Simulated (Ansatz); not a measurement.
Relaxed-ion elastic tensor of CoPtO₂ in space group R-3m (No. 166; Co on 3b, Pt on 3a, O on 6c) in GPa (Voigt order), the program Ansatz at the LDA level (PAW); density 12.10 g/cm³, 9.81 Å³ per atom.

```
  418    187    194  -10.8    0.0    0.0
  187    418    194   10.8    0.0    0.0
  194    194    711    0.0    0.0    0.0
-10.8   10.8    0.0   88.4    0.0    0.0
  0.0    0.0    0.0    0.0   88.4  -10.8
  0.0    0.0    0.0    0.0  -10.8    116
```

Question: Is the crystal mechanically stable?

Answer: Yes: the smallest eigenvalue of C is 84.7 GPa.

Question: Work out the Voigt, Reuss and Hill averages.

Answer: K_V = 300, K_R = 284, K_H = 292; G_V = 123, G_R = 110, G_H = 117 GPa.

Question: Give Young's modulus, Poisson's ratio, Pugh's ratio and the universal anisotropy index.

Answer: E = 9KG/(3K + G) = 309 GPa; ν = 0.32; K/G = 2.50 (ductile by the Pugh limit of 1.75); A_U = 5G_V/G_R + K_V/K_R − 6 = 0.66.

Question: Estimate the sound speeds and the Debye temperature.

Answer: v_l = √((K + 4G/3)/ρ) = 6080 m/s, v_t = √(G/ρ) = 3110 m/s, mean 3480 m/s; Θ = (h/k)(3n/4πV)^(1/3) v_m = 484 K.

Question: Solve the Christoffel equation for the three sound speeds along x, y, z.

Answer: Eigenvalues of C_ijkl n_j n_l equal ρv². In km/s, slowest first: x 2.65, 3.14, 5.88; y 2.70, 3.09, 5.88; z 2.70, 2.70, 7.67.

Question: How much does each axis shrink under pressure?

Answer: Linear compressibilities β_i = Σ_j S_ij (j = 1 to 3): x 1.5, y 1.5, z 0.61 per TPa.

Symmetry was held in the LDA relaxation; of distortions, only those at the zone centre were tested. No spin polarisation was allowed. No Hubbard U is applied. As this level gives no gap, shear constants depend on the k-mesh and smearing (Fermi–Dirac, 0.1 eV here). Scalar-relativistic: spin–orbit coupling is off unless named, which matters more the heavier the elements.

Potentials: the later of the program's two PAW sets.
